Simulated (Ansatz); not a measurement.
K$_{2}$NaBiCl$_{6}$:
```xyz
10
Lattice="0.0000 5.2286 5.2286 5.2286 0.0000 5.2286 5.2286 5.2286 0.0000" Properties=species:S:1:pos:R:3 pbc="T T T"
K      7.8429     7.8429     7.8429
K      2.6143     2.6143     2.6143
Na     5.2286     5.2286     5.2286
Bi     0.0000     0.0000     0.0000
Cl     2.6435     5.2286     5.2286
Cl     7.8137     5.2286     5.2286
Cl     5.2286     2.6435     5.2286
Cl     5.2286     7.8137     5.2286
Cl     5.2286     5.2286     2.6435
Cl     5.2286     5.2286     7.8137
```

Relaxed with LDA. Special points in fractions of this cell's reciprocal vectors: Γ (0.000, 0.000, 0.000); X (0.500, 0.000, 0.500); U (0.625, 0.250, 0.625); K (0.375, 0.375, 0.750); L (0.500, 0.500, 0.500); W (0.500, 0.250, 0.750).

Question: List the band energies nearest the valence-band maximum at these points for DFT-LDA in the program Ansatz with PAW potentials.

Answer: In eV from the valence-band maximum; about four levels below and three above (degenerate sets whole), none deeper than 8.9 eV; points with the same levels are listed once.

```
k                                below           above
-  -----------------------------------  --------------
Γ  -1.13 -1.13 -1.13 -0.63 -0.63 -0.63  3.95 3.95 3.95
X              -1.20 -1.20 -0.64 -0.02  4.47 4.47 4.82
U              -1.13 -1.12 -0.76 -0.02  4.26 4.67 4.72
L              -0.94 -0.93 -0.93 -0.21  3.61 4.74 4.74
W               -1.24 -0.91 -0.91 0.00  4.38 4.65 4.65
```

Space group Fm-3m. The first step of the workflow began from a Materials Project structure, measured or hypothetical; the Crystallography Open Database copy checked does not list it. Its standing as an ambient phase is unchecked. The cell was relaxed with LDA under the symmetry of its start. At this level the phase is dynamically unstable (imaginary phonons). Spin–orbit coupling is left out wherever it is not named.

Potentials: the later of the program's two PAW sets.
